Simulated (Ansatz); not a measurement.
Cs₂Pt₃Se₄:
```
CELL_PARAMETERS angstrom
      0.00000     5.71259     7.05806
      3.33933     0.00000     7.05806
      3.33933     5.71259     0.00000
ATOMIC_POSITIONS crystal
  Cs 0.64716 0.64716 0.35284
  Cs 0.35284 0.35284 0.64716
  Pt 0.50000 0.50000 0.00000
  Pt 0.00000 0.00000 0.50000
  Pt 0.00000 0.00000 0.00000
  Se 0.05645 0.72136 0.27864
  Se 0.94355 0.27864 0.72136
  Se 0.72136 0.05645 0.94355
  Se 0.27864 0.94355 0.05645
```

Relaxed with r²SCAN. Special points in fractions of this cell's reciprocal vectors: Γ (0.000, 0.000, 0.000); Y (0.500, 0.000, 0.500); T (1.000, 0.500, 0.500); Z (0.500, 0.500, 0.000); Σ0 (0.000, 0.391, 0.391); U0 (1.000, 0.609, 0.609); C0 (0.500, 0.221, 0.721); A0 (0.500, 0.779, 0.279); L (0.500, 0.500, 0.500).

Question: List the band energies nearest the valence-band maximum at these points for r²SCAN with spin–orbit coupling in the plane-wave PAW code Ansatz.

Answer: In eV from the valence-band maximum; about four levels below and three above (degenerate sets whole), none deeper than 8.9 eV; points with the same levels are listed once.

```
k                     below                above
--  -----------------------  -------------------
Γ   -0.45 -0.45 -0.25 -0.25  2.09 2.09 2.17 2.17
Y   -0.35 -0.35 -0.30 -0.30  1.78 1.78 2.20 2.20
T     -0.42 -0.42 0.00 0.00  1.63 1.63 1.93 1.93
Z   -0.47 -0.47 -0.25 -0.25  2.17 2.17 2.27 2.27
Σ0  -0.30 -0.30 -0.08 -0.08  1.68 1.68 1.94 1.94
C0  -0.30 -0.30 -0.28 -0.28  1.62 1.62 1.96 1.96
L   -0.41 -0.41 -0.21 -0.21  1.76 1.76 1.82 1.82
```

Space group Fmmm. The first step of the workflow began from a Materials Project structure, measured or hypothetical; the Crystallography Open Database copy checked does not list it. Its standing as an ambient phase is unchecked. The r²SCAN relaxation kept the symmetry of its start; its stability against distortions is not shown here. No spin polarisation was allowed.

Potentials: the later of the program's two PAW sets.
